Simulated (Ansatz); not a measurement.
Space group R-3m:H (No. 166). a = 4.244 Å, b = 4.244 Å, c = 38.837 Å, α = 90.00°, β = 90.00°, γ = 120.00°
| atom | site | symmetry | x | y | z |
| --- | --- | --- | --- | --- | --- |
| Ge | 3a | -3m | 0.0000 | 0.0000 | 0.0000 |
| Sb | 6c | 3m | 0.3333 | 0.6667 | 0.8081 |
| Te | 6c | 3m | 0.6667 | 0.3333 | 0.7629 |
| Te | 6c | 3m | 0.3333 | 0.6667 | 0.9585 |

Equation of state of this GeSb2Te4 structure (not necessarily the ground state), with shape and atoms relaxed at each volume where symmetry leaves them free. It has no gap at any of these volumes. Computed with DFT PBEsol, scalar-relativistic, plane waves, PAW (Ansatz).

Cutoff 420 eV; k points 12×12×12 on the computed 7-atom cell (Γ-centred); Gaussian smearing, width 0.10 eV; no spin polarisation.

```
V (Å³/atom) E − E(largest V) (meV/atom) P (GPa)
     25.388                        46.24     8.63
     26.253                         6.90     6.05
     27.119                       -19.86     3.86
     27.984                       -34.98     1.77
     28.850                       -39.73     0.00
     29.715                       -35.72    -1.47
     30.581                       -24.41    -2.70
     31.735                         0.00    -4.04
```

**Question.** Fit a third-order Birch–Murnaghan equation to E(V).

**Answer.** V0 = 28.89 Å³/atom, B0 = 53 GPa, B0' = 3.9.

Spin-orbit coupling is left out, which matters for the bands of heavy elements.